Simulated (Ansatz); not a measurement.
**Where the states of Cd$_{2}$C lie**

```
C Cd
1.0
     0.00000    2.94365    2.94365
     2.94365    0.00000    2.94365
     2.94365    2.94365    0.00000
C Cd
1 2
Direct
  0.00000 0.00000 0.00000
  0.25000 0.25000 0.25000
  0.75000 0.75000 0.75000
```

The cell was built from the fluorite type and relaxed in the same program, and has space group Fm-3m; it needn't be a known or the stable phase.

Theory: DFT, PBE, all-electron LAPW, scalar-relativistic in Ansatz 0.2.0.

The runs use a Γ-centred 10×10×10 k mesh, Fermi–Dirac smearing of 0.03 eV, basis error target 0.5 meV/atom, no spin polarisation.

States per eV and cell, averaged over 0.6 eV, from -5.8 to 3.6 eV, with energies (bin centres) from the Fermi level; empty bins are left out. 

| E (eV) | total |
| --- | --- |
| -5.6 | 0.25 |
| -5.0 | 0.77 |
| -4.4 | 1.41 |
| -3.8 | 0.91 |
| -3.2 | 1.08 |
| -2.6 | 1.37 |
| -2.0 | 1.35 |
| -1.4 | 1.29 |
| -0.8 | 1.16 |
| -0.2 | 0.45 |
| 0.4 | 0.45 |
| 1.0 | 0.93 |
| 1.6 | 1.47 |
| 2.2 | 0.63 |
| 2.8 | 0.64 |
| 3.4 | 1.81 |
